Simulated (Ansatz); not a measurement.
CsSnI₃ in space group Pnma (No. 62; Cs on 4c, Sn on 4a, I on 4c, I on 8d), plane-wave PAW PBEsol (Ansatz code), all energies at zero smearing, with the estimated change up to a 700 eV cutoff added, with one set of potentials and settings (totals compare only within such a set). Cell of 20 atoms (4 Cs, 4 Sn, 12 I): -135348.585 eV.

| element | reference phase | E (eV/atom) |
|---|---|---|
| Cs | P6_3/mmc, 2 atoms in the cell | -5585.7977 |
| Sn | I4_1/amd, 2 atoms in the cell | -5949.7830 |
| I | Cmce, 4 atoms in the cell | -7432.2899 |

Formation energy per atom, worked out: (-135348.585 − 4×(-5585.7977) − 4×(-5949.7830) − 12×(-7432.2899))/20 = -0.939 eV/atom (-91 kJ per mol of atoms), at 0 K, without zero-point energy or fitted corrections.

The cell was relaxed with PBEsol under the symmetry of its start. The references are the lowest solids computed at this level, not always the standard phases. Spin–orbit coupling is left out wherever it is not named.

Potentials: the later of the program's two PAW sets.
